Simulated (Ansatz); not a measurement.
TlSbS2:
```
CELL_PARAMETERS angstrom
     -6.24622     0.00000     0.00000
      1.53078     2.75459   -11.44408
      1.56865    -6.25899     0.00000
ATOMIC_POSITIONS crystal
  Tl 0.43735 0.33761 0.69288
  Tl 0.56265 0.66239 0.30712
  Tl 0.90253 0.08587 0.71884
  Tl 0.09747 0.91413 0.28116
  Sb 0.40449 0.84393 0.79162
  Sb 0.59551 0.15607 0.20838
  Sb 0.97383 0.59502 0.79106
  Sb 0.02617 0.40498 0.20894
  S  0.58544 0.90591 0.18150
  S  0.41456 0.09409 0.81850
  S  0.00554 0.82543 0.78641
  S  0.99446 0.17457 0.21359
  S  0.37197 0.62055 0.79409
  S  0.62803 0.37945 0.20591
  S  0.01342 0.63695 0.18367
  S  0.98658 0.36305 0.81633
```

Relaxed with r²SCAN.

Task: Map the electron localisation function on the plane through (0.437, 0.338, 0.693) spanned by u = [1, -1, 0] and v = [1, 1, -1] in lattice vectors, from the program Ansatz at the r²SCAN level (PAW).

Result: x is the fraction of u, y of v (the angle between them is 119°; rows are the nearest grid lines); atoms in the plane: Tl at (0.00, 0.00), Sb at (0.67, 0.49), Sb at (0.64, 0.90), S at (0.11, 0.87).
```
y \ x   0.000  0.100  0.175  0.275  0.375  0.450  0.550  0.625  0.725  0.825  0.900   1.00
------  -----  -----  -----  -----  -----  -----  -----  -----  -----  -----  -----  -----
1.00    0.115  0.231  0.095  0.373  0.270  0.775  0.835  0.307  0.589  0.577  0.231  0.115
0.925   0.302  0.882  0.897  0.041  0.038  0.733  0.502  0.100  0.269  0.251  0.173  0.302
0.850   0.583  0.105  0.792  0.410  0.149  0.021  0.402  0.239  0.741  0.892  0.290  0.583
0.775   0.317  0.520  0.218  0.278  0.125  0.079  0.127  0.061  0.805  0.630  0.032  0.317
0.700   0.015  0.063  0.201  0.100  0.634  0.112  0.019  0.078  0.224  0.260  0.254  0.015
0.625   0.121  0.103  0.019  0.053  0.101  0.025  0.866  0.751  0.111  0.833  0.607  0.121
0.550   0.410  0.086  0.663  0.110  0.025  0.553  0.825  0.563  0.271  0.231  0.043  0.410
0.450   0.050  0.875  0.774  0.378  0.685  0.028  0.313  0.179  0.350  0.871  0.607  0.050
0.375   0.105  0.702  0.226  0.306  0.388  0.077  0.298  0.663  0.667  0.859  0.123  0.105
0.300   0.375  0.023  0.190  0.435  0.594  0.641  0.020  0.096  0.164  0.067  0.436  0.375
0.225   0.079  0.138  0.084  0.025  0.482  0.049  0.329  0.361  0.078  0.296  0.435  0.079
0.150   0.013  0.024  0.035  0.026  0.343  0.137  0.205  0.076  0.382  0.052  0.042  0.013
0.0750  0.403  0.328  0.023  0.391  0.401  0.137  0.596  0.323  0.210  0.891  0.280  0.403
0.000   0.115  0.231  0.095  0.373  0.270  0.775  0.835  0.307  0.589  0.577  0.231  0.115
```

The density is the valence pseudo-density with augmentation charge, so density and ELF within about 1 Å of a nucleus are not all-electron values.

Space group P-1. The workflow started from an entry of the Crystallography Open Database (COD). Its standing as an ambient phase is unchecked. The r²SCAN relaxation kept the symmetry of its start; whether a distortion lowers the energy is not shown. Spin–orbit coupling is left out wherever it is not named.

Potentials: the later of the program's two PAW sets.
